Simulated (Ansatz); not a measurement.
PbS:
```yaml
crystal:
  lattice:
    - [0.00000, 3.30090, 3.30090]
    - [3.30090, 0.00000, 3.30090]
    - [3.30090, 3.30090, 0.00000]
  atoms:
    - { symbol: S, position: [0.25000, 0.25000, 0.25000] }
    - { symbol: Pb, position: [0.00000, 0.00000, 0.00000] }
```

Relaxed with r²SCAN. Special points in fractions of this cell's reciprocal vectors: Γ (0.000, 0.000, 0.000); X (0.500, 0.000, 0.500); U (0.625, 0.250, 0.625); K (0.375, 0.375, 0.750); L (0.500, 0.500, 0.500); W (0.500, 0.250, 0.750).

List the band energies nearest the valence-band maximum at these points for plane-wave PAW r²SCAN (Ansatz code).

In eV from the valence-band maximum; about four levels below and three above (degenerate sets whole), none deeper than 8.9 eV; points with the same levels are listed once.

```csv
k,below,above
Γ,-6.02 -1.85 -1.85 -1.85,2.74 2.74 2.74
X,-8.33 -3.07 -3.07 -0.49,0.95 5.46 5.46
U,-8.28 -3.51 -2.86 -0.34,2.03 4.50 4.78
L,-7.92 -2.36 -2.36 -1.95,3.46 3.46 3.84
W,-8.31 -3.34 -3.29 0.00,2.90 2.91 5.32
```

Space group F-43m (zinc blende). The start of the workflow was typed in or built on a structure type; neither database checked (COD, Materials Project) lists it. It is not the phase usual at ambient conditions (space group No. 225). Symmetry was held in the r²SCAN relaxation. At this level the phase is mechanically unstable. Spin–orbit coupling is left out wherever it is not named.

Potentials: the earlier of the program's two PAW sets.
